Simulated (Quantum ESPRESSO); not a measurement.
GaP has the cubic space group F-43m (No. 216), the zinc blende structure, Pearson symbol cF8. Conventional cell: a = 5.3880 Å, b = 5.3880 Å, c = 5.3880 Å, α = 90.00°, β = 90.00°, γ = 90.00°. P on 4c has 4 Ga at 2.333 Å (tetrahedral). Ga on 4a is coordinated by 4 P at 2.333 Å (tetrahedral). (Neighbours: up to the widest gap in distance over summed covalent radii, below 1.35, at either atom.)
(The calculation used a cell of 2 atoms; values per cell refer to that cell.)

Cell and atoms were relaxed with LDA from Materials Project entry mp-2490, within its symmetry.

### Question
What does LDA (pw.x of Quantum ESPRESSO, ONCV potentials, scalar-relativistic) give for the electronic structure near the Fermi level?

### Answer
The LDA gap is indirect, 1.40 eV, from Γ to 82 % of the way from Γ to X; the smallest direct gap is 1.89 eV. Spin-orbit splittings are left out.
